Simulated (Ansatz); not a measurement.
## Property card for B

B:
```cif
data_B6
_chemical_formula_sum 'B6'
_space_group_name_H-M_alt 'P 1'
_space_group_IT_number 1
_cell_length_a 4.14527
_cell_length_b 4.14527
_cell_length_c 4.14527
_cell_angle_alpha 90.000
_cell_angle_beta 90.000
_cell_angle_gamma 90.000
loop_
_space_group_symop_operation_xyz
  'x, y, z'
loop_
_atom_site_label
_atom_site_type_symbol
_atom_site_fract_x
_atom_site_fract_y
_atom_site_fract_z
_atom_site_occupancy
B1 B 0.19489 0.50000 0.50000 1
B2 B 0.80511 0.50000 0.50000 1
B3 B 0.50000 0.19489 0.50000 1
B4 B 0.50000 0.80511 0.50000 1
B5 B 0.50000 0.50000 0.19489 1
B6 B 0.50000 0.50000 0.80511 1
```

Space group Pm-3m (No. 221); conventional cell a = b = c = 4.145 Å, α = β = γ = 90.00°.

Method: r²SCAN (plane waves, PAW; program Ansatz). Geometry: relaxed at this level of theory. Other levels are named where they apply.

### Cell and energy

```yaml
volume_per_atom: 11.87 Å³
density: 1.51 g/cm³
```

### Electronic structure

```yaml
electronic_character: metallic (no gap)
Density of states at the Fermi level: 0.60 states/eV per atom (mean over ±0.08 eV)
```

### Mechanics

```yaml
Bulk modulus (Birch–Murnaghan fit): 131 GPa
Pressure derivative B′: 3.4
Elastic constants (relaxed ions, GPa): C11 = 169, C12 = 111, C44 = 31.1
mechanical_stability: stable (all eigenvalues of C positive)
hill_bulk_and_shear_moduli: 130 and 30.4 GPa
Young's modulus: 84.5 GPa
Poisson's ratio: 0.39
debye_temperature_from_the_elastic_constants: 661 K
```

The start of the workflow was typed in or built on a structure type; neither database checked (COD, Materials Project) lists it. It is not the phase usual at ambient conditions (space group No. 166). The cell was relaxed with r²SCAN under the symmetry of its start; its stability against distortions is not shown here. As this level gives no gap, shear constants depend on the k-mesh and smearing (Fermi–Dirac, 0.1 eV here).

Potentials: the earlier of the program's two PAW sets.
